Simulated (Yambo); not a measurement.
```
CELL_PARAMETERS angstrom
      5.06837     0.00000     0.00000
      0.00000     5.06837     0.00000
      0.00000     0.00000     9.85873
ATOMIC_POSITIONS crystal
  Cl 0.00000 0.50000 0.64528
  Cl 0.50000 0.00000 0.35472
  Cl 0.50000 0.50000 0.00000
  Cl 0.00000 0.00000 0.00000
  Ag 0.00000 0.50000 0.90107
  Ag 0.50000 0.00000 0.09893
  Cs 0.50000 0.00000 0.70472
  Cs 0.00000 0.50000 0.29528
```

CsAgCl2 (space group P4/nmm, No. 129): mean Im ε in 1 eV windows above the direct gap of 4.51 eV, for different electron-hole kernels (Yambo, broadening 0.15 eV, LDA (Quantum ESPRESSO, PseudoDojo norm-conserving, 86 Ry, scalar-relativistic) bands; 4×4×2 mesh, 22 valence and 12 conduction bands, static screening with 136 bands and a 3 Ry block, scissor 2.24 eV, Tamm-Dancoff; field along x).

| window (eV) | independent quasiparticles | RPA (no attraction) | BSE |
|---|---|---|---|
| 4.5 to 5.5 | 0.4 | 0.4 | 1.3 |
| 5.5 to 6.5 | 1.2 | 1.2 | 2.1 |
| 6.5 to 7.5 | 1.6 | 1.6 | 3.2 |
| 7.5 to 8.5 | 2.2 | 1.8 | 3.0 |
| 8.5 to 9.5 | 3.5 | 2.6 | 1.9 |

This run doesn't resolve bound excitons or single peaks, so only averages are given, and they too depend on the mesh; weight that the attraction moves below the gap isn't listed. All transitions below 9.63 eV are in the band window. The scissor comes from a G0W0 run whose convergence isn't established.

Spin-orbit splittings are left out.

Geometry of the Materials Project entry, not relaxed at this level.

The structure is a Materials Project entry; no match was found in the copy of COD used, and its stability was not checked.
